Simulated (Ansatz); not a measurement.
SiO2 (alpha-cristobalite type, space group P4_12_12)

```
SiO2
1.0
    5.08475     0.00000     0.00000
    0.00000     5.08475     0.00000
    0.00000     0.00000     7.10083
Si O
4 8
Direct
  0.29375   0.29375   0.50000
  0.79375   0.20625   0.25000
  0.20625   0.79375   0.75000
  0.70625   0.70625   0.00000
  0.24122   0.09325   0.67415
  0.74122   0.40675   0.07585
  0.25878   0.59325   0.57585
  0.75878   0.90675   0.17415
  0.90675   0.75878   0.82585
  0.40675   0.74122   0.92415
  0.59325   0.25878   0.42415
  0.09325   0.24122   0.32585
```

A phonon eigenvector at Γ is frozen into this cell: atom i moves by Q times the vector below, so Q is the largest atomic displacement, in Å. The cell is held.

| atom | x | y | z |
|---|---|---|---|
| Si1 | -0.143 | 0.143 | 0.558 |
| Si2 | 0.143 | 0.143 | 0.558 |
| Si3 | -0.143 | -0.143 | 0.558 |
| Si4 | 0.143 | -0.143 | 0.558 |
| O5 | 0.106 | 0.865 | -0.490 |
| O6 | -0.106 | 0.865 | -0.490 |
| O7 | 0.106 | -0.865 | -0.490 |
| O8 | -0.106 | -0.865 | -0.490 |
| O9 | 0.865 | 0.106 | -0.490 |
| O10 | -0.865 | 0.106 | -0.490 |
| O11 | 0.865 | -0.106 | -0.490 |
| O12 | -0.865 | -0.106 | -0.490 |

All values below come from PBE (plane waves to 420 eV, PAW, scalar-relativistic; Ansatz, a program for electronic structure). k mesh 5×5×4 (Γ-centred), Fermi-Dirac smearing 0.05 eV. E stands for the smeared free energy. SiO2 was relaxed with its symmetry unable to fall. The zero of ΔE is the undisplaced structure.

```json
[
 {"Q (Å)": "-0.180", "ΔE (eV/cell)": "12.720"},
 {"Q (Å)": "-0.120", "ΔE (eV/cell)": "5.207"},
 {"Q (Å)": "-0.060", "ΔE (eV/cell)": "1.236"},
 {"Q (Å)": "0.000", "ΔE (eV/cell)": "0.000"},
 {"Q (Å)": "0.060", "ΔE (eV/cell)": "1.236"},
 {"Q (Å)": "0.120", "ΔE (eV/cell)": "5.207"},
 {"Q (Å)": "0.180", "ΔE (eV/cell)": "12.720"}
]
```

Task: Which DFPT wavenumber at Γ belongs to this mode?
A. 585 cm⁻¹
B. 1046 cm⁻¹
C. 748 cm⁻¹
D. 204 cm⁻¹

Result: B, 1046 cm⁻¹. The curvature of the scan gives 1046 cm⁻¹

(A displaced cell: forces are minus the slopes of the energy, force constants its curvatures, and phonons follow from these.)
